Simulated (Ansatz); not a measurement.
YAlGe: pressure against volume

YAlGe, Cmcm, a = 4.033 Å, b = 10.465 Å, c = 5.762 Å. The structure is a COD entry; whether it is the stable form wasn't checked. Ansatz: r2SCAN, PAW, 500 eV, Γ-centred 10×10×6 mesh on 6 atoms, Gaussian smearing 0.10 eV; no spin polarisation. Shape and atoms are relaxed at each volume; pressure is positive in compression.

| V (Å³/atom) | P (GPa) |
| --- | --- |
| 18.442 | ? |
| 19.050 | 6.20 |
| 19.657 | 2.86 |
| 20.265 | 0.01 |
| 20.873 | -2.42 |
| 21.481 | -4.49 |

Problem. Take V0 = 20.265 Å³/atom, count pressures from its P0 = 0.01 GPa, fit the third-order Birch–Murnaghan form to the other rows, and predict the missing pressure.

Solution. With the Eulerian strain f = ½[(V0/V)^(2/3) − 1] and y = (P − P0)/[3f(1 + 2f)^(5/2)], the form is the line y = B0 + 1.5 B0 (B0′ − 4) f. Rows (f, y): 0.02104, 88.5; 0.01026, 88.0; -0.00976, 87.2; -0.01905, 86.8. Means f = 0.0006225, y = 87.625; Σ(Δf)² = 0.001005, ΣΔfΔy = 0.04212; the slope is their ratio. y = 87.60 + 41.93 f GPa, so B0 = 87.6 GPa and B0′ = 4 + 2 × (41.93)/(3 × 87.60) = 4.32. At V = 18.442, f = 0.03243, y = 88.96 and P = 10.14 GPa. The run gave 10.11 GPa, so the fit is 0.03 GPa too high, a small miss on the scale of the series. The form still works here, 25 % of the fitted range beyond its end.